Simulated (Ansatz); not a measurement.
HfO2 (fluorite, Fm-3m) is relaxed with plane-wave PAW PBE (Ansatz code). What lattice parameters of the conventional cell result?

a = 5.098 Å.

Is it a metal or does it have a gap at this level?

A gap of 3.75 eV, direct.

This is a known high-temperature phase of the composition, computed here at zero pressure and temperature. Symmetry was held in the PBE relaxation. At this level the phase is dynamically unstable (imaginary phonons). No spin polarisation was allowed. Scalar-relativistic: spin–orbit coupling is off unless named, which matters more the heavier the elements.

Potentials: the later of the program's two PAW sets.
